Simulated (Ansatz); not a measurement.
**LaCo2Te2, a known structure type with other elements, at an estimated volume**

```
La Te Co
1.0
     0.00000    4.48916    0.00000
     4.48916    0.00000    0.00000
     2.24458    2.24458   -5.63101
La Te Co
1 2 2
Cartesian
  0.0000 0.0000 0.0000
  2.2446 2.2446 -1.3514
  4.4892 4.4892 -4.2796
  2.2446 4.4892 -2.8155
  4.4892 2.2446 -2.8155
```

Method: PBEsol, spin-orbit coupling; PAW, plane waves to 420 eV, 6×6×6 Γ-centred mesh, cold occupations (width 0.0649 eV) (Ansatz 0.2.0), atoms fixed.

The state carries no moments; the state need not be the lowest.

Task: What does the stress say?

Result: The pressure is -10.2 GPa (compression positive), so with the atoms held at these fractions the cell would first shrink; the forces are large, so a full relaxation may end otherwise. The principal stresses -14.8, -14.8, -1.0 GPa differ, so its shape would change too.

Task: Where is the largest force?

Result: The largest is on Te2 (and as large on other atoms): 4.59 eV/Å, components (0.00, 0.00, -4.59). It makes 57° with the line to a nearest neighbour, Co4 at 2.68 Å.

Task: Is there a gap?

Result: It is a metal, with about 7.3 states/eV a cell as the mean within 0.25 eV of the Fermi level, mostly Co d (74 %).

Task: Give the Bader charges.

Result: Bader charges in e: La +1.41, Co -0.10, Te -0.60. In the mean La gives up most and Te takes most.

Task: Is it stable against the elements?

Result: -0.12 eV an atom against the elements' usual phases (free molecules for gases, crystals otherwise, with no correction for O₂ or N₂), so it is bound against them; other compounds may still compete. Relaxing would lower it.

Origin: a known structure type with other elements, at an estimated volume, so it need not be a known compound. Caveats: started without moments under time reversal, so no moment could form; atoms or cell far from equilibrium; f levels without a U or exact exchange are poorly placed.
